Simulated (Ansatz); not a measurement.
## Property card for two-dimensional ZrSe2

ZrSe$_{2}$:
```xyz
3
Lattice="3.7086 0.0000 0.0000 -1.8543 3.2118 0.0000 0.0000 0.0000 33.0000" Properties=species:S:1:pos:R:3 pbc="T T F"
Se     1.8543     1.0706    18.0685
Zr     0.0000     0.0000    16.5000
Se     0.0000     2.1412    14.9315
```
The layer is periodic in x and y and isolated along z.

Method: the program Ansatz at the LDA level (PAW). Lattice and atoms are relaxed at this level; other levels are named.

**Structure**

```json
{
  "In-plane lattice": "a = 3.709 Å",
  "distance_between_the_outermost_nuclei": "3.14 Å"
}
```

**Electronic structure**

```json
{
 "band_gap": "0.27 eV (indirect)",
 "valence_band_maximum": "at Γ",
 "conduction_band_minimum": "at M",
 "Ionisation potential (Kohn–Sham)": "5.66 eV",
 "Electron affinity (Kohn–Sham)": "5.39 eV",
 "Electron effective mass, in the valley at M": "0.17 along x, 1.8 along y (mₑ)",
 "Hole effective mass, in the valley at Γ": "band 1: 0.24 mₑ; band 2: 0.11 mₑ"
}
```

Space group P-3m1 (1T). The layer was cut from a bulk entry of the Materials Project (measured or hypothetical); whether that bulk phase is the ambient one, and whether the layer has been isolated, was not checked. The cell was relaxed with LDA under the symmetry of its start; whether a distortion lowers the energy is not shown. No spin polarisation was allowed. Scalar-relativistic: spin–orbit coupling is off unless named, which matters more the heavier the elements.

Potentials: the later of the program's two PAW sets.
